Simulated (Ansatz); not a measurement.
Given:

Relaxed Co (hcp, Mg type):

```xyz
2
Lattice="2.4573 0.0000 0.0000 -1.2286 2.1281 0.0000 0.0000 0.0000 3.9686" Properties=species:S:1:pos:R:3 pbc="T T T"
Co     0.0000     1.4187     2.9765
Co     1.2286     0.7094     0.9922
```

In each cell atom 2 (Co, nearest neighbour Co at 2.439 Å; its periodic images, 2.5 Å or more away, move with it) moves by s·(1.000, 0.000, 0.000) (along Cartesian x), the rest being held.

Calculation: PBEsol (plane waves to 420 eV, PAW, scalar-relativistic; Ansatz, a first-principles code). k mesh 17×17×10 (Γ-centred), Fermi-Dirac smearing 0.05 eV. Energies are smeared free energies. With partly filled bands, energies and forces of such displacements shift with the k mesh and the smearing. Co was relaxed with its symmetry unable to fall. Relaxed Co ends ferromagnetic. Other magnetic orders were not checked, so this need not be the ground state. ΔE is measured from the undisplaced structure.

The scan covers s from -0.490 to 0.490 Å in 11 points.

Is this a single well or a double well?

A single well with its minimum at or next to zero displacement.

Is the energy the same for equal positive and negative displacements?

Even: the same for both signs. With its periodic images moving along, the atom's site symmetry in this cell is -6m2.

What force acts on the atom along the line at s = -0.490 Å?

1.06 eV/Å.

What is the force constant k = d²E/ds² of this move at s = 0?

2.84 eV/Å².

(A displaced cell: forces are minus the slopes of the energy, force constants its curvatures, and phonons follow from these.)
